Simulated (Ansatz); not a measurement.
AgI:
```xyz
4
Lattice="4.2411 0.0000 0.0000 0.0000 4.2411 0.0000 0.0000 0.0000 6.3133" Properties=species:S:1:pos:R:3 pbc="T T T"
Ag     0.0000     0.0000     0.0000
Ag     2.1205     2.1205     0.0000
I      0.0000     2.1205     4.4479
I      2.1205     0.0000     1.8655
```

Relaxed with LDA.

Task: Map the electron localisation function on the plane through (0.000, 0.000, 0.000) spanned by u = [1, 0, 0] and v = [0, 0, 1] in lattice vectors, from plane-wave PAW LDA (Ansatz code).

Result: x is the fraction of u, y of v (the angle between them is 90°; rows are the nearest grid lines); atoms in the plane: Ag at (0.00, 0.00), I at (0.50, 0.30).
```
|9976421111111111246799|
|9876432111111112346789|
|6654321100000011234566|
|4443221100000011223444|
|1111111000000001111111|
|1111100000000000011111|
|1110000000000000000111|
|0000000000000000000000|
|0000000000000000000000|
|0000000011221100000000|
|0000001234554321000000|
|0000013567777653100000|
|0001368888888888631000|
|0003688887777888863000|
|0014788777667778874100|
|0026887753223577886200|
|0126877642552467786210|
|1124777642112467774211|
|1112577654334567752111|
|1111367665555667631111|
|4432124666666664212344|
|6654212456666542124566|
|9876421122222211246789|
|9976421111111111246799|
```
Scale: ten equal steps from 0.008 (start of '0') to 0.869 (end of '9'), in the order '0123456789'; x runs from 0.000 to 1.00, y from 0.000 (bottom) to 1.00 (top).

The density is the valence pseudo-density with augmentation charge, so density and ELF within about 1 Å of a nucleus are not all-electron values.

Space group P4/nmm. The workflow started from a Materials Project entry (that database holds measured and hypothetical structures alike); the Crystallography Open Database copy checked does not list it. It is not the phase usual at ambient conditions (space group No. 186, 216). Symmetry was held in the LDA relaxation; its stability against distortions is not shown here. The run is not spin-polarised. A crystal of weakly bound layers computed without a dispersion correction: the cell and the soft elastic constants depend strongly on that. Spin–orbit coupling is left out wherever it is not named.

Potentials: the later of the program's two PAW sets.
